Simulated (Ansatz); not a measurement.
As (A7 type, space group R-3m)

```yaml
crystal:
  lattice:
    - [1.87953, 1.08515, 3.57829]
    - [-1.87953, 1.08515, 3.57829]
    - [0.00000, -2.17030, 3.57829]
  atoms:
    - { symbol: As, position: [0.22595, 0.22595, 0.22595] }
    - { symbol: As, position: [0.77405, 0.77405, 0.77405] }
```

E(V) scan at fixed shape, V₀ the volume above. The atoms relax within the cell's symmetry.

Calculation: r2SCAN+rVV10 (plane waves to 500 eV, PAW, scalar-relativistic; Ansatz, a quantum-chemistry and plane-wave program). k mesh 15×15×15 (Γ-centred), Fermi-Dirac smearing 0.05 eV. E stands for the smeared free energy. With the shape held, the modulus is that of even scaling; a crystal free to change shape is softer. As was relaxed with its symmetry unable to fall. The PAW data are Ansatz's earlier set. The zero of ΔE is the relaxed starting cell. The last digit holds for this mesh only.

| V (Å³/atom) | ΔE (meV/atom) |
|---|---|
| 19.705 | 44.7 |
| 20.252 | 24.4 |
| 20.800 | 10.6 |
| 21.347 | 2.6 |
| 21.894 | 0.0 |
| 22.442 | 2.4 |
| 22.989 | 9.2 |
| 23.537 | 19.9 |
| 24.084 | 34.1 |

### Question
What bulk modulus at fixed cell shape B₀ follows from a third-order Birch-Murnaghan fit?

### Answer
56.9 GPa.

### Question
What is the fitted pressure derivative B₀′?

### Answer
2.9.

(Under strain, the slope of the energy per volume gives the stress and its curvature an elastic modulus.)
